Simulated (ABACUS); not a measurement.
**A series of runs on the (001) slab of AlCr2C (cut from a parent of space group no. 194; 8 atoms in the cell)**

```
CELL_PARAMETERS angstrom
      2.85844     0.00000     0.00000
     -1.42922     2.47548     0.00000
      0.00000     0.00000    21.52950
ATOMIC_POSITIONS crystal
  Al 0.66667 0.33333 0.32878
  Al 0.33333 0.66667 0.62144
  Cr 0.33333 0.66667 0.42532
  Cr 0.66667 0.33333 0.52489
  Cr 0.66667 0.33333 0.71797
  Cr 0.33333 0.66667 0.23224
  C  0.00000 0.00000 0.47511
  C  0.00000 0.00000 0.76776
```

Base run A: PBE, PseudoDojo 0.5 standard norm-conserving PBE (tails mended) pseudopotentials run with ABACUS 3.10.1, self-consistent single point.

Its settings: KPT = Gamma 6 6 1 0 0 0; basis_type = pw; ecutwfc = 94 Ry; smearing_method = fd; smearing_sigma = 0.00734986 Ry; potentials = PseudoDojo 0.5 standard norm-conserving PBE (tails mended); symmetry = 1; symmetry_prec = 1e-05; ks_solver = dav_subspace; scf_nmax = 100; scf_thr = 1.0e-09 Ry; mixing_type = broyden.

The run has no spin polarisation, so moments on Cr cannot form. Forces above 1 eV/Å remain at this geometry. No dipole correction was used; where the two faces of such a cut differ, images can couple through a dipole. The bare cut can leave dangling bonds, and the run has no spin polarisation, so a lower magnetic or reconstructed surface may exist. No clean gap shows at this smearing width and mesh (spacing up to 0.42 Å⁻¹); the mesh is coarse for partly filled bands, so the values carry mesh errors.

ΔF is the free energy per atom less that of run A. 

| run | change | ΔF (meV/atom) | largest force (eV/Å) |
|---|---|---|---|
| A | base | 0.00 | 3.090 |
| B | atom 8 moved by -0.15 angstrom along z | -33.1 | 1.155 |
| C | atom 8 moved by -0.08 angstrom along z | -22.6 | 2.113 |
| D | atom 8 moved by -0.04 angstrom along z | -12.6 | 2.622 |
| E | atom 8 moved by +0.04 angstrom along z | 15.0 | 3.490 |
| F | atom 8 moved by +0.08 angstrom along z | 32.1 | 3.811 |
| G | atom 8 moved by +0.15 angstrom along z | 65.8 | 4.188 |

Run C against A: The free energy falls by 22.6 meV/atom and the largest force goes from 3.090 to 2.113 eV/Å.

Run F against A: The free energy goes up by 32.1 meV/atom and the largest force goes from 3.090 to 3.811 eV/Å.

Small differences between rows can be mesh errors.

“Tails mended”: in these copies of the files the far tail of each local potential was reset to the Coulomb form.
